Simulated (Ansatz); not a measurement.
**Ansatz 0.2.0, settings compared: Lu₂BiN₂**

Launch command:

```bash
ansatz run input.yaml --threads 1 --pin off --max-ram 2560MiB --backend cpu --events-out ev --progress --plain --runs-dir out
```

input.yaml:

```yaml
crystal:
  lattice:
    - [0.0, 3.944263, 0.0]
    - [3.944263, 0.0, 0.0]
    - [1.972131, 1.972131, -6.298051]
  atoms:
    - { symbol: "N", position: [0.25, 0.75, 0.5] }
    - { symbol: "N", position: [0.75, 0.25, 0.5] }
    - { symbol: Lu, position: [0.344, 0.344, 0.312] }
    - { symbol: Lu, position: [0.656, 0.656, 0.688] }
    - { symbol: Bi, position: [0.0, 0.0, 0.0] }
  symmetry: { tolerance: 0.0003 }
kpoints:
  mp_grid: { grid: [5, 5, 5], shift: [0, 0, 0] }
magnetization:
  spin_polarized: false
scf:
  occupations: { method: fermi_dirac }
hamiltonian:
  pseudopotentials: { kind: paw }
  xc: pbe
basis:
  ecutwfc: 420
output:
  forces: true
  stress: true
  eigenvalues: true
relax:
  max_steps: 40
  cell: {}
```

Origin of the cell: a known structure type with other elements, at an estimated volume, so it need not be a known compound.

The smearing width isn't typed, so it takes its default of 0.1 eV.

Output of this run (shortened):

```
Pseudopotentials: kind: paw
Pseudopotential: N, paw, valence charge 5, recommended cutoff 420 eV (normal), N.paw.azcp
Pseudopotential: Lu, paw, valence charge 25, recommended cutoff 420 eV (normal), Lu.paw.azcp
Pseudopotential: Bi, paw, valence charge 15, recommended cutoff 420 eV (normal), Bi.paw.azcp
Functional definition: PBE
  exchange = pbe_x(kappa = kappa, mu = beta*pi^2/3)
  correlation = pbe_c(beta = beta)
Crystal: 5 atoms, lattice volume = 97.980 Å³
Basis set: ecut = 420 eV, 1913 PW (Γ), exchange–correlation on 54×54×96 points (8 copies of the dense FFT grid, shifted against one another)
Bands: 45, of which v1, the nominal top of the filled ones, is band 38 counted from 1 (37 counted from 0)
Symmetry: 16 space group operations
Space group: I4/mmm (ITA 139), of the structure as read, at distance tolerance 1.4e-3 Å
[… 7 lines left out …]
Initial density: superposition of atomic densities (neutral atoms: chi_scale 0, normalization atom), corrected by the library's trained network
Functional: x = pbe(κ = 0.804, μ = 0.219515), c = pbe(β = 0.066725)
SCF iter   1: F=—  HF=-42632.690891 eV  Δρ=1.16e-2  dr2=4.16e-1  defer=4
SCF iter   2: F=—  HF=-42632.656266 eV  Δρ=5.57e-3  dr2=1.38e-1  defer=10
SCF iter   3: F=—  HF=-42632.637876 eV  Δρ=1.85e-3  dr2=1.56e-2  defer=10
SCF iter   4: F=—  HF=-42632.636668 eV  Δρ=1.31e-3  dr2=2.07e-3  defer=12
SCF iter   5: F=—  HF=-42632.635077 eV  Δρ=7.58e-4  dr2=6.05e-4  defer=22
SCF iter   6: F=—  HF=-42632.634937 eV  Δρ=2.96e-4  dr2=1.67e-4  defer=22
SCF iter   7: F=—  HF=-42632.634926 eV  Δρ=1.16e-4  dr2=2.07e-5  defer=22
SCF iter   8: F=—  HF=-42632.634910 eV  Δρ=4.41e-5  dr2=2.67e-6  defer=22
SCF iter   9: F=—  HF=-42632.634910 eV  Δρ=1.51e-5  dr2=1.97e-7  defer=22
SCF iter  10: F=-42632.634910 eV  HF=-42632.634910 eV  Δρ=4.47e-6  dr2=2.32e-8
relax step   1: F+E_penalty+E_count = -42632.634910 eV  Δ(F+E_penalty+E_count) = +0.000e0 eV  max|allowed force component| = 2.345e0 eV/Å  Δτ_max = 0.0000 Å  P = -5.178 GPa  Ω = 97.980 Å³  (1 […]
relax step   2: F+E_penalty+E_count = -42633.232652 eV  Δ(F+E_penalty+E_count) = -5.977e-1 eV  max|allowed force component| = 6.418e-1 eV/Å  Δτ_max = 0.1948 Å  P = +0.955 GPa  Ω = 97.722 Å³ […]
relax step   3: F+E_penalty+E_count = -42633.449585 eV  Δ(F+E_penalty+E_count) = -2.169e-1 eV  max|allowed force component| = 3.126e-1 eV/Å  Δτ_max = 0.1734 Å  P = -0.002 GPa  Ω = 102.666 Å³ […]
relax step   4: F+E_penalty+E_count = -42633.505620 eV  Δ(F+E_penalty+E_count) = -5.604e-2 eV  max|allowed force component| = 2.743e-1 eV/Å  Δτ_max = 0.0114 Å  P = -0.452 GPa  Ω = 100.500 Å³ […]
relax step   5: F+E_penalty+E_count = -42633.532749 eV  Δ(F+E_penalty+E_count) = -2.713e-2 eV  max|allowed force component| = 1.923e-2 eV/Å  Δτ_max = 0.0679 Å  P = +0.566 GPa  Ω = 95.297 Å³ […]
relax step   6: F+E_penalty+E_count = -42633.536905 eV  Δ(F+E_penalty+E_count) = -4.156e-3 eV  max|allowed force component| = 2.361e-2 eV/Å  Δτ_max = 0.0078 Å  P = -0.123 GPa  Ω = 97.204 Å³ […]
relax step   7: F+E_penalty+E_count = -42633.537778 eV  Δ(F+E_penalty+E_count) = -8.738e-4 eV  max|allowed force component| = 6.934e-3 eV/Å  Δτ_max = 0.0017 Å  P = +0.012 GPa  Ω = 96.911 Å³ […]
relax step   8: F+E_penalty+E_count = -42633.550198 eV  Δ(F+E_penalty+E_count) = -1.242e-2 eV  max|allowed force component| = 3.864e-3 eV/Å  Δτ_max = 0.0000 Å  P = +0.180 GPa  Ω = 96.911 Å³  stress off target by 3.21e-1 GPa […]
relax step   9: F+E_penalty+E_count = -42633.550483 eV  Δ(F+E_penalty+E_count) = -2.847e-4 eV  max|allowed force component| = 1.331e-3 eV/Å  Δτ_max = 0.0018 Å  P = -0.007 GPa  Ω = 96.975 Å³ […]
relax step  10: F+E_penalty+E_count = -42633.550638 eV  Δ(F+E_penalty+E_count) = -1.553e-4 eV  max|allowed force component| = 1.770e-3 eV/Å  Δτ_max = 0.0000 Å  P = -0.005 GPa  Ω = 96.975 Å³  stress off target by 1.40e-2 GPa […]
SCF 10 converged in 8 iterations: F = -42633.550638 eV  dr2 = 5.22e-12
basis re-selected at this cell: Δ(F+E_penalty+E_count) = -1.553e-4 eV, ΔP = +0.001 GPa vs the last step (what re-selecting the basis moved, of the pressure what is left beyond the Pulay corre […]
SCF converged after 8 iterations
Free energy (F): -42633.550638 eV
Harris-Foulkes:  -42633.550638 eV  (|F-HF|=0.00e0)
Internal energy: -42633.451868 eV  (E = F + TS)
E sigma→0 (E₀):  -42633.501253 eV
Entropy (-TS):   -0.098770 eV (-19.754 meV/atom)
Fermi energy:    12.598579 eV
--- Per-component energies (eV) ---
  E_band       = -10.463750
  E_kinetic    = 1405.478865
  E_local      = -16492.286727  (includes V_loc(G=0)·N_el)
  E_nonlocal   = 1798.780997
  E_hartree    = 6855.551439
  E_xc         = -710.983933
  E_vxc        = -817.794755  (∫ρ·V_xc dr)
  E_paw        = -25663.283613  (= ΣΔE_a)
  E_vpaw       = 384.255424  (= ΣTr[D̂ρ^β])
  E_aug_tail   = -0.000205  (compensation charges beyond the density's cutoff)
  E_ewald      = -9826.708691
  E_smearing   = -0.098770  (= −TS)
  Σ components = -42633.550638   (vs F -42633.550638, Δ=0.00e0)
--- Forces (eV/Å), atoms counted from 1 ---
  atom   1  N      0.000000     0.000000     0.000000
  atom   2  N     -0.000000    -0.000000    -0.000000
  atom   3  Lu    -0.000000    -0.000000    -0.001770
  atom   4  Lu     0.000000     0.000000     0.001770
  atom   5  Bi    -0.000000     0.000000     0.000000
  max |Σ_I F_I| component: 5.57e-17 eV/Å
--- Stress (GPa, compression-positive) ---
       -0.001133       0.000000      -0.000000
       -0.000000      -0.001133      -0.000000
       -0.000000      -0.000000      -0.013997
  P = ⅓ Tr σ = -0.0054 GPa (-0.054 kbar)
--- Relaxed structure (8 steps of the walk, 8 accepted, 2 SCFs on fresh bases) ---
  F+E_penalty+E_count = -42633.550638 eV   max|allowed force component| = 1.770e-3 eV/Å   (the final SCF, on the basis selected at the relaxed cell)
  cell:  # Å, volume = 96.9746 Å³
    - [-3.303e-15, 4.147164, -1.646e-7]
    - [4.147164, -3.303e-15, -1.646e-7]
    - [2.073582, 2.073582, -5.638399]
  atoms:
    - { symbol: N, position: [0.25, 0.750000, 0.500000] }
    - { symbol: N, position: [0.750000, 0.25, 0.500000] }
    - { symbol: Lu, position: [0.320172, 0.320172, 0.359657] }
    - { symbol: Lu, position: [0.679828, 0.679828, 0.640343] }
    - { symbol: Bi, position: [0.0, 0.0, 0.0] }
```

The same input was run again with these changes:

1. `kpoints.mp_grid.grid` [5, 5, 5] → [2, 2, 2]; `scf.lower_state_search` default → light
2. `accuracy` default → low; `basis.ecutwfc` 420 → "400 eV"
3. `hamiltonian.dispersion` default → d4; `scf.occupations.method` fermi_dirac → tetrahedron_uncorrected
4. `kpoints.mp_grid.grid` [5, 5, 5] → [2, 2, 2]; `scf.eigensolver.kind` default → davidson

```
 run        end  SCF iterations  volume (Å³/atom)  max force component (eV/Å)  moment (μB)  ΔE(σ→0) (meV/atom)
base  converged              89             19.39                       0.002            –                   0
   1  converged             105             23.38                       0.004            –               26.60
   2  converged              94             19.40                       0.004            –                3.31
   3  converged              98             18.59                       0.001            –                   –
   4  converged             116             23.38                       0.004            –               26.60
```

Energies are compared only where functional, datasets, charge and starting cell are the same.

Run 1, 4 relaxed to another structure than the base run, so its differences aren't those of the setting alone.

Not properties of the system: run 1 (too coarse or loose: `kpoints.mp_grid.grid` = [2, 2, 2]), run 2 (too coarse or loose: `accuracy` = low), run 4 (too coarse or loose: `kpoints.mp_grid.grid` = [2, 2, 2]).

Caveats of the base run: no moments, though an odd count or open d shells may carry them; no spin-orbit coupling, though heavy elements are present; the k mesh is coarse if the cell is a metal; the relaxation held the start's symmetry, so the end may be a saddle point.

Run 1: no dispersion correction, so spacings can come out too large where layers or molecules are weakly bound.
Run 2: the cutoff lies below the datasets' advice.
Run 3: forces and stress under tetrahedra may miss the slope of the energy.
Run 4: no dispersion correction, so spacings can come out too large where layers or molecules are weakly bound.

The base run ran for 66 s on 1 thread of Arm Neoverse V2 (shared host), peak memory 0.41 GiB, from the program's own first density.
